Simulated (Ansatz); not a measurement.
MgBe₂Te₃ (ordering on zincblende) by several functionals

All numbers come from Ansatz. (Calculated; non-magnetic; the phase may be known or hypothetical.)

Structure: MgBe₂Te₃ as one 6-atom ordering (P3m1) on the zincblende lattice, at its r2SCAN minimum. Space group P3m1 (No. 156), trigonal; conventional cell a = 4.162 Å, c = 10.445 Å, 26.11 Å³ an atom. Be is surrounded by 4 Te at 2.44–2.52 Å; Be is surrounded by 4 Te at 2.44–2.53 Å; Mg is surrounded by 4 Te at 2.70–2.79 Å; Te is surrounded by 4 Be at 2.44–2.52 Å; Te is surrounded by 3 Be at 2.53 Å and 1 Mg at 2.79 Å; Te is surrounded by 1 Be at 2.44 Å and 3 Mg at 2.70 Å.

```
CELL_PARAMETERS angstrom
4.16168 0.00000 0.00000
-2.08084 3.60412 0.00000
0.00000 0.00000 10.44453
ATOMIC_POSITIONS crystal
Be 0.00000 0.00000 0.98812
Be 0.66667 0.33333 0.68091
Mg 0.33333 0.66667 0.33865
Te 0.66667 0.33333 0.91467
Te 0.33333 0.66667 0.60602
Te 0.00000 0.00000 0.22163
```

Relaxed lattice by functional, symmetry kept:
```csv
functional,k mesh,a (Å),c (Å),volume (Å³/atom)
PBE,6×6×4,4.168,10.489,26.30
r2SCAN,6×6×2,4.162,10.445,26.11
```

Band edges at fixed r2SCAN geometry:
```
  level   k mesh  gap (eV)      kind  edges  least direct gap (eV)        rough cost
    PBE  12×12×4      1.93  indirect  Γ → M                   2.44  120 core-seconds
PBE+SOC  12×12×4      1.64  indirect  Γ → M                   2.15   11 core-minutes
 r2SCAN  12×12×4      2.30  indirect  Γ → M                   2.98  2.5 core-minutes
  HSE06    6×6×2      2.62  indirect  Γ → M                   3.29   14 core-minutes
   PBE0    6×6×2      3.28  indirect  Γ → M                   3.95   15 core-minutes
```
PBE: smearing of 0.02 eV; the others have fixed occupations.
Wave cutoffs: 420 eV, 500 eV (r2SCAN).
Costs come from shared machines and give only the order; PBE's includes the band path. The runs had 4 threads of Arm Neoverse N1, on a shared host.

HSE06 gives an indirect gap of 2.62 eV, from Γ to M; the least direct gap is 3.29 eV at Γ. Spin-orbit coupling changes the PBE gap by -0.29 eV, to 1.64 eV.

r2SCAN covers 54 % of the step from PBE to HSE06, while HSE06 needs about 6 times r2SCAN's cost (on a coarser mesh). Spin-orbit coupling moves the least or the direct gap by up to 0.29 eV, so it has to be included where a tenth of an eV counts. All these functionals give a gap of the same kind, indirect.

Only the levels marked +SOC include spin-orbit coupling.

The meshes of the hybrids are coarse, so their gaps aren't converged to the digits shown.
